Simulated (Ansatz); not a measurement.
(Sn,Si)O2: orderings on the rutile lattice

Small ordered supercells, each relaxed with r2SCAN in the plane-wave code Ansatz; x is the share of Si. They stand for particular orderings, not for the random alloy. All cells are spin-unpolarised, without nuclear motion, and some may be hypothetical.

- Sn3SiO8 (Cmmm, 12 atoms): it is orthorhombic, Cmmm (No. 65); conventional cell a = 6.514 Å, b = 6.529 Å, c = 6.155 Å, 10.91 Å³ an atom. Sn has 6 O at 2.04–2.07 Å and 1 Sn at 2.94 Å; Sn has 6 O at 2.00–2.09 Å; O has 1 Si at 1.82 Å and 2 Sn at 2.07–2.09 Å; O has 3 Sn at 2.00–2.04 Å; Si has 6 O at 1.82–1.83 Å; O has 1 Si at 1.83 Å and 2 Sn at 2.05 Å.
- SnSiO4 (P-42_1m, 12 atoms): it is tetragonal, P-42_1m (No. 113); a = 4.463 Å, c = 5.912 Å in the conventional setting, 9.81 Å³ an atom. Sn is surrounded by 6 O at 2.01–2.05 Å; O is surrounded by 1 Si at 1.79 Å and 2 Sn at 2.01–2.05 Å; Si is surrounded by 6 O at 1.79–1.87 Å; O is surrounded by 2 Si at 1.79–1.87 Å and 1 Sn at 2.04 Å.
- SnSiO4 (Cmmm, 6 atoms): space group Cmmm (No. 65), orthorhombic; a = 6.250 Å, b = 6.422 Å, c = 2.945 Å in the conventional setting, 9.85 Å³ an atom. Sn is surrounded by 6 O at 2.01–2.07 Å and 2 Sn at 2.94 Å; Si is surrounded by 6 O at 1.75–1.86 Å; O is surrounded by 2 Si at 1.86 Å and 1 Sn at 2.07 Å; O is surrounded by 1 Si at 1.75 Å and 2 Sn at 2.01 Å.
- SnSi3O8 (Cmmm, 12 atoms): it is orthorhombic, Cmmm (No. 65); a = 6.020 Å, b = 6.210 Å, c = 5.647 Å in the conventional setting, 8.80 Å³ an atom. Around Si lie 6 O at 1.78–1.83 Å; around Si lie 6 O at 1.76–1.90 Å; around O lie 2 Si at 1.76–1.78 Å and 1 Sn at 1.99 Å; around O lie 3 Si at 1.81–1.90 Å; around Sn lie 6 O at 1.99–2.02 Å; around O lie 2 Si at 1.83 Å and 1 Sn at 2.02 Å.
- SnSi3O8 (Cmmm, 12 atoms, c): it is orthorhombic, Cmmm (No. 65); conventional cell a = 6.020 Å, b = 6.210 Å, c = 5.647 Å, 8.80 Å³ an atom. Sn has 6 O at 1.99–2.02 Å; Si has 6 O at 1.78–1.83 Å; O has 2 Si at 1.83 Å and 1 Sn at 2.02 Å; O has 2 Si at 1.76–1.78 Å and 1 Sn at 1.99 Å; Si has 6 O at 1.76–1.90 Å; O has 3 Si at 1.81–1.90 Å.

d is direct, i indirect.
```
                       cell      x  volume (Å³/atom)  gap, PBE (eV)  gap, r2SCAN (eV)  gap, HSE06 (eV)
   Sn3SiO8 (Cmmm, 12 atoms)  0.250             10.91     1.43 d (Γ)        2.11 d (Γ)                –
 SnSiO4 (P-42_1m, 12 atoms)  0.500              9.81     2.20 d (Γ)        2.91 d (Γ)       4.04 d (Γ)
     SnSiO4 (Cmmm, 6 atoms)  0.500              9.85     2.28 d (Γ)        3.02 d (Γ)       4.15 d (Γ)
   SnSi3O8 (Cmmm, 12 atoms)  0.750              8.80     3.55 d (Γ)        4.35 d (Γ)       5.52 d (Γ)
SnSi3O8 (Cmmm, 12 atoms, c)  0.750              8.80     3.55 d (Γ)        4.35 d (Γ)       5.52 d (Γ)
```

Problem. Which of the orderings at x = 0.500 has the lowest r2SCAN energy?

Solution. SnSiO4 (P-42_1m, 12 atoms); above it SnSiO4 (Cmmm, 6 atoms) by 24 meV an atom.

No spin-orbit coupling is included; it can move band edges with weight on the heavy atoms by tenths of an eV.

The meshes of the hybrids are coarse, so their gaps aren't converged to the digits shown.
